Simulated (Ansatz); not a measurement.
# From the elastic tensor of HgPd to moduli and sound speeds

The calculation used DFT PBEsol, scalar-relativistic, plane waves, PAW in Ansatz 0.2.0. Settings: 420 eV plane-wave cutoff, Γ-centred 14×14×12 mesh, Fermi-Dirac smearing of 0.15 eV. No spin polarisation.

Symmetry: P4/mmm, No. 123, tetragonal system. Conventional cell: a = 3.024 Å, b = 3.024 Å, c = 3.710 Å, α = 90.00°, β = 90.00°, γ = 90.00°. Around Hg (site symmetry 4/mmm) lie 8 Pd at 2.83 Å and 4 Hg at 3.02 Å. Pd (site symmetry 4/mmm) has 8 Hg at 2.83 Å and 4 Pd at 3.02 Å as nearest neighbours.

In a metal, frequencies and elastic constants depend on the k mesh and the smearing, soft modes and shear constants most. Spin–orbit coupling is left out, which can shift energies with elements as heavy as these.

Relaxed-ion constants (GPa, on the Cartesian axes of the calculation):
```
185.4 112.9 137.0   0.0   0.0   0.0
112.9 185.4 137.0   0.0   0.0   0.0
137.1 137.1 167.3   0.0   0.0   0.0
  0.0   0.0   0.0  63.9   0.0   0.0
  0.0   0.0   0.0   0.0  63.9   0.0
  0.0   0.0   0.0   0.0   0.0  38.1
```

Density 15.027 g/cm³; 2 atoms in 33.93 Å³.

The values that follow are for a polycrystal of randomly turned grains, by Hill's mean where one number stands. In a crystal this anisotropic the Voigt and Reuss bounds lie far apart, so Hill's mean and the sound speeds and Debye temperature from it are rough.

With S = C⁻¹: B_V = (C11+C22+C33+2(C12+C13+C23))/9, G_V = (C11+C22+C33−C12−C13−C23+3(C44+C55+C66))/15, 1/B_R = S11+S22+S33+2(S12+S13+S23), 15/G_R = 4(S11+S22+S33−S12−S13−S23)+3(S44+S55+S66); Hill is their mean. Then v_l = √((B+4G/3)/ρ), v_t = √(G/ρ), v_m = [(2/v_t³+1/v_l³)/3]^(−1/3) and Θ = (ħ/k_B)·v_m·(6π²n/V)^(1/3) for n atoms in the volume V; E = 9BG/(3B+G), ν = (3B−2G)/(2(3B+G)) and A^U = 5G_V/G_R + B_V/B_R − 6.

```json
{
  "Bulk modulus, Voigt / Reuss / Hill": "145.8 / 145.7 / 145.7 GPa",
  "Shear modulus, Voigt / Reuss / Hill": "43.2 / 32.1 / 37.6 GPa",
  "Young's modulus": "104 GPa",
  "Poisson ratio": "0.381",
  "Pugh ratio B/G": "3.87 (over 1.75, the rule of thumb for ductile)",
  "Universal anisotropy index": "1.75",
  "Longitudinal and transverse sound speeds": "3611 and 1583 m/s",
  "Debye temperature from the mean sound speed": "207 K"
}
```